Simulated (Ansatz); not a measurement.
Level of theory: DFT PBE, scalar-relativistic, plane waves, PAW, and for the lanthanide a 4f-in-core norm-conserving potential (Ansatz). Several structures of Ho2O from a search were relaxed, and the powder pattern of one of them was computed from 10° to 70° in 2θ (λ = 1.5406 Å).

Cu Kα1 powder pattern (kinematic, no thermal factors).
```
2θ (°)  relative intensity
 16.96                   4
 29.51                 100
 34.15                  32
 34.31                  14
 42.29                   3
 49.07                  14
 49.19                  26
 58.31                  30
 58.52                  13
 61.24                  11
 64.15                   2
 66.74                   1
```

Problem. Which structure gives it?
A.

```
Ho O
1.0
     3.70976    0.00000    0.00000
     0.00000    3.70976    0.00000
     0.00000    0.00000   10.44571
Ho O
4 2
Direct
  0.50000 0.00000 0.11424
  0.50000 0.00000 0.61423
  0.00000 0.50000 0.38577
  0.00000 0.50000 0.88577
  0.00000 0.00000 0.50000
  0.50000 0.50000 0.00000
```

B.

```
Ho O
1.0
     3.74455    0.00000    0.00000
    -1.87228    3.24288    0.00000
     0.00000    0.00000   11.12348
Ho O
4 2
Direct
  0.66667 0.33333 0.25000
  0.33333 0.66667 0.75000
  0.00000 0.00000 0.00000
  0.00000 0.00000 0.50000
  0.00000 0.00000 0.25000
  0.00000 0.00000 0.75000
```

C.

```
Ho O
1.0
     3.50772    0.00000    0.00000
     0.00000    3.50772    0.00000
     0.00000    0.00000    4.63326
Ho O
2 1
Direct
  0.50000 0.50000 0.00000
  0.00000 0.00000 0.50000
  0.00000 0.00000 0.00000
```

Solution. A. Its strongest line, at 2θ = 29.51°, has d = λ/(2 sin θ) = 3.024 Å and is the (1 0 2) reflection of the conventional P4_2/nmc cell with a = 3.710 Å, c = 10.446 Å. The others have their strongest lines at 31.9° (P6_3/mmc); 32.0° (P4/mmm). In energy it is the lowest of those shown.

These are computed cells and needn't be stable.

The lanthanide is trivalent by construction, without f bands, f moments or other valences.
